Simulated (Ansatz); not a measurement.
This cell of NaI (rock salt) is off equilibrium:

```
CELL_PARAMETERS angstrom
      0.00000     3.25891     3.21547
      3.25891     0.00000     3.21547
      3.25891     3.25891     0.00000
ATOMIC_POSITIONS crystal
  I  0.00000 0.00000 0.00000
  Na 0.50000 0.50000 0.50000
```

These are r2SCAN (plane waves to 500 eV, PAW, scalar-relativistic; Ansatz, a first-principles code) values and carry that method's errors. k mesh 9×9×9 (Γ-centred), Fermi-Dirac smearing 0.05 eV. The energy includes the smearing's −TS. Compression counts positive. NaI was relaxed with its symmetry unable to fall. Spin-orbit coupling is left out, though I is heavy.

**Question.** Give the stress tensor in GPa and the pressure.

**Answer.** 
```
  -0.33     0.00     0.00
   0.00    -0.33     0.00
   0.00     0.00     0.03
```
The pressure, a third of the trace, is -0.21 GPa.

**Question.** It is the relaxed cell deformed to V/V₀ = 1.013, (c/a)/(c/a)₀ = 0.987, c along z, fractional positions held. What is its energy relative to the relaxed cell?

**Answer.** 0.6 meV/atom.

(A scan under strain: stresses follow from slopes of the energy per volume, elastic moduli from its curvatures.)
